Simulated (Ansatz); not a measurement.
Q: Name crystals whose computed values (DFT-r²SCAN in the program Ansatz with PAW potentials) fall in these windows: gap (eV) 8.1 to 10; electron conductivity mass (mₑ) 0.73 to 0.88; Θ_D (K) 430 to 570.

A: 

```
crystal                            gap (eV)  electron conductivity mass (mₑ)  Θ_D (K)
---------------------------------  --------  -------------------------------  -------
LiF, zinc blende                       8.67                             0.82      489
LiF, P6_3/mmc (Li on 2d, F on 2c)      8.54                             0.88      543
```
Others may fit too.

Typed or built starts, not in the databases checked: LiF, zinc blende; LiF, P6_3/mmc (Li on 2d, F on 2c). Not the usual ambient phase: LiF, zinc blende; LiF, P6_3/mmc (Li on 2d, F on 2c). All cells were relaxed under the symmetry of their starts (and spin orders); stability against distortions was not tested throughout.

Potentials: the earlier of the program's two PAW sets.
